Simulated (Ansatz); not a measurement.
SnC:
```yaml
crystal:
  lattice:
    - [3.59124, 0.00000, 0.00000]
    - [-1.79562, 3.11010, 0.00000]
    - [0.00000, 0.00000, 5.87931]
  atoms:
    - { symbol: Sn, position: [0.33333, 0.66667, 0.00031] }
    - { symbol: C, position: [0.66667, 0.33333, 0.12469] }
    - { symbol: Sn, position: [0.66667, 0.33333, 0.50031] }
    - { symbol: C, position: [0.33333, 0.66667, 0.62469] }
```

Relaxed with PBE. Special points in fractions of this cell's reciprocal vectors: Γ (0.000, 0.000, 0.000); M (0.500, 0.000, 0.000); K (0.333, 0.333, 0.000); A (0.000, 0.000, 0.500); L (0.500, 0.000, 0.500); H (0.333, 0.333, 0.500).

Task: List the band energies nearest the valence-band maximum at these points for the program Ansatz at the PBE level (PAW).

Result: In eV from the valence-band maximum; about four levels below and three above (degenerate sets whole), none deeper than 8.9 eV; points with the same levels are listed once.

```csv
k,below,above
Γ,-1.24 -1.24 -0.10 0.00 0.00,0.80 1.67 5.60 5.60
M,-4.59 -2.98 -2.60 -1.21,2.21 3.17 3.85
K,-5.33 -3.33 -3.33 -3.03,2.63 5.15 5.15
A,-0.66 -0.66 -0.66 -0.66,2.25 2.25 5.56 5.56
L,-2.21 -2.21 -2.20 -2.20,2.00 2.00 4.33 4.33
H,-4.40 -4.40 -1.75 -1.75,3.32 3.32 5.03 5.03
```

Space group P6_3mc (wurtzite). The start of the workflow was typed in or built on a structure type; neither database checked (COD, Materials Project) lists it. Its standing as an ambient phase is unchecked. The PBE relaxation kept the symmetry of its start; its stability against distortions is not shown here. Its formation energy is positive at this level, so the cell may be metastable or incomplete. Scalar-relativistic: spin–orbit coupling is off unless named, which matters more the heavier the elements.

Potentials: the later of the program's two PAW sets.
